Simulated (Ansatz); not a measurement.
SrTl: a vibration from a frozen displacement

The calculation used DFT PBEsol, scalar-relativistic, plane waves, PAW in Ansatz. Cutoff 420 eV, Γ-centred 12×12×12 k-points, Gaussian smearing of 0.15 eV. Spin–orbit coupling is left out, which matters for the heavy elements here. No spin polarisation. Energies are free energies at this smearing, counted from the undisturbed cell; pressure is positive in compression.

Reference structure (as given, not relaxed at this level; it stands at -0.3 GPa, and it needn't be the usual structure):

```yaml
crystal:
  lattice:
    - [4.03200, 0.00000, 0.00000]
    - [0.00000, 4.03200, 0.00000]
    - [0.00000, 0.00000, 4.03200]
  atoms:
    - { symbol: Sr, position: [0.00000, 0.00000, 0.00000] }
    - { symbol: Tl, position: [0.50000, 0.50000, 0.50000] }
```

Every Sr atom is moved by x along the Cartesian unit vector (-1.000, 0.000, 0.000); the cell and all other atoms stay fixed. The cell's volume is 65.55 Å³; the moved atoms weigh 87.620 u together and the others 204.380 u. Some rows repeat others by symmetry and weren't run.

```
  x (Å)  ΔE (meV/cell) total force on the moved atoms along the move (eV/Å) pressure (GPa)
-0.5000         235.52                                                0.9267          1.4065
-0.4375         181.03                                                0.8169          1.0100
-0.3750         133.45                                                0.7055          0.6607
-0.3125          92.90                                                0.5914          0.3611
-0.2500          59.56                                                0.4750          0.1143
-0.1875          33.54                                                0.3572         -0.0777
-0.1250          14.92                                                0.2386         -0.2141
-0.0625           3.73                                                0.1194         -0.2955
 0.0000           0.00                                                0.0000         -0.3226
 0.0625           3.73                                               -0.1194         -0.2955
 0.1250          14.92                                               -0.2386         -0.2141
 0.1875          33.54                                               -0.3572         -0.0777
 0.2500          59.56                                               -0.4750          0.1143
 0.3125          92.90                                               -0.5914          0.3611
 0.3750         133.45                                               -0.7055          0.6607
 0.4375         181.03                                               -0.8169          1.0100
 0.5000         235.52                                               -0.9267          1.4065
```

Task: What frequency belongs to this motion?

Result: The force constant is k = −dF/dx = 1.910 eV/Å², from the parabola through x = -0.0625, 0 and 0.0625. In every cell the moved atoms swing against the rest, so the mass is μ = m₁m₂/(m₁ + m₂) = 61.328 u, and ν̃ = 521.5 cm⁻¹ × √(|k|/μ) = 92 cm⁻¹. To first order in x, and within 1 %, the force on every atom lies along the move and, within each of the two groups, in proportion to the atom's mass, so this is itself a mode at the zone centre of this cell.

Task: How far does the harmonic law reach?

Result: At x = -0.500 Å, kx²/2 = 238.80 meV against the computed 235.52 meV (-1.4 %): the well is still close to harmonic there.

Task: The pressure changes with x². What does that say about the frequency under compression?

Result: With E = k(V)x²/2, k ∝ V^(−2γ) and x scaling with the cell as V^(1/3), P − P0 = −∂E/∂V = (2γ − 2/3) ΔE/V. At x = 0.1250 Å, V(P − P0) = 65.55 × 0.10856 / 160.2 eV = 44.41 meV and ΔE = 14.92 meV, so γ = 1/3 + V(P − P0)/(2ΔE) = 1.82. This is the Grüneisen parameter of the motion under uniform scaling of the cell: shrinking the cell evenly by 1 % in volume raises the frequency by about 1.82 %.

In a metal these slopes depend on the k mesh and the smearing.